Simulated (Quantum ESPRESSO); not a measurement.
# Quadrupole interaction in SiC (changed cell)

```yaml
crystal:
  lattice:
    - [3.04278, 0.00000, 0.00000]
    - [-1.52139, 2.63512, 0.00000]
    - [0.00000, 0.00000, 5.14615]
  atoms:
    - { symbol: Si, position: [0.33333, 0.66667, 0.50099] }
    - { symbol: Si, position: [0.66667, 0.33333, 0.00099] }
    - { symbol: C, position: [0.33333, 0.66667, 0.87401] }
    - { symbol: C, position: [0.66667, 0.33333, 0.37401] }
```
The cell was made here from a computed Materials Project entry: strained by +2 % along the unique axis and by -1 % across it, atoms relaxed (PBE without dispersion, pw.x of a modified build of Quantum ESPRESSO, symmetry kept). The parent is SiC in P6₃mc. Stability against distortions was not tested.

Computed: field gradients by PBE PAW (JTH datasets; density from pw.x of Quantum ESPRESSO, gradients reconstructed from it by a script), 20 Ha, k-mesh 8×8×5 through Γ.

| site | site symmetry | Vzz (a.u.) | η_Q | ∣C_Q∣ (MHz) |
|---|---|---|---|---|
| Si (atoms 1, 2) | 3m | 0.087 | 0.00 | – |
| C (atoms 3, 4) | 3m | 0.068 | 0.00 | – |

Convention: |Vzz| is the largest principal value, η_Q = (Vxx − Vyy)/Vzz, |C_Q| = |eQVzz/h|. Cores are frozen. Against all-electron runs on small test molecules, this scheme's |Vzz| missed by −6 % on Si, +9 % on C.
